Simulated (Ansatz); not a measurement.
## ZnS: pressure against volume

ZnS, P6_3mc, a = 3.809 Å, c = 18.688 Å. The compound has several low-lying forms, and this is one of them. Ansatz: r2SCAN, PAW, 500 eV, Γ-centred 6×6×2 mesh on 12 atoms, Gaussian smearing 0.02 eV; no spin polarisation. Shape and atoms are relaxed at each volume; pressure is positive in compression.

| V (Å³/atom) | P (GPa) |
| --- | --- |
| 17.224 | ? |
| 17.811 | 9.09 |
| 18.399 | 5.56 |
| 18.986 | 2.55 |
| 19.573 | 0.00 |
| 20.160 | -2.18 |
| 20.747 | -4.03 |
| 21.530 | -6.08 |

Problem. Take V0 = 19.573 Å³/atom, fit the third-order Birch–Murnaghan form to the other rows, and predict the missing pressure.

Solution. With the Eulerian strain f = ½[(V0/V)^(2/3) − 1] and y = P/[3f(1 + 2f)^(5/2)], the form is the line y = B0 + 1.5 B0 (B0′ − 4) f. Rows (f, y): 0.03245, 79.8; 0.02105, 79.4; 0.01025, 78.8; -0.00975, 78.3; -0.01904, 77.7; -0.03078, 77.2. Means f = 0.0006967, y = 78.533; Σ(Δf)² = 0.003003, ΣΔfΔy = 0.1213; the slope is their ratio. y = 78.51 + 40.38 f GPa, so B0 = 78.5 GPa and B0′ = 4 + 2 × (40.38)/(3 × 78.51) = 4.34. At V = 17.224, f = 0.04448, y = 80.31 and P = 13.26 GPa. The run gave 13.25 GPa, so the fit is 0.01 GPa too high, a small miss on the scale of the series.

Cost: 8 runs of about 7.3 core-minutes in all, on Intel Xeon 6975P-C (Granite Rapids) (shared hosts).